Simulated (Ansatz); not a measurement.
Given:

SnPd:
```
SnPd
1.0
    6.10350     0.00000     0.00000
    0.00000     3.93769     0.00000
    0.00000     0.00000     6.47540
Sn Pd
4 4
Direct
  0.80767   0.75000   0.59117
  0.19233   0.25000   0.40883
  0.69233   0.25000   0.09117
  0.30767   0.75000   0.90883
  0.99124   0.75000   0.19184
  0.00876   0.25000   0.80816
  0.50876   0.25000   0.69184
  0.49124   0.75000   0.30816
```

This is the r²SCAN-relaxed structure.

All from r²SCAN in the plane-wave PAW code Ansatz, unless another level is named. Give the density of states at the Fermi level.

0.24 states/eV per atom (mean over ±0.08 eV).

Predict the formation energy from the elements (no fitted shifts).

-0.51 eV/atom.

Space group Pnma. The workflow started from a Materials Project entry (that database holds measured and hypothetical structures alike); the Crystallography Open Database files this formula in space group No. 62, but the cells were not matched. Whether it is the stable phase at ambient conditions was not checked. The cell was relaxed with r²SCAN under the symmetry of its start; whether a distortion lowers the energy is not shown. The run is not spin-polarised. The references are the lowest solids computed at this level, not always the standard phases. Scalar-relativistic: spin–orbit coupling is off unless named, which matters more the heavier the elements.

Potentials: the later of the program's two PAW sets.
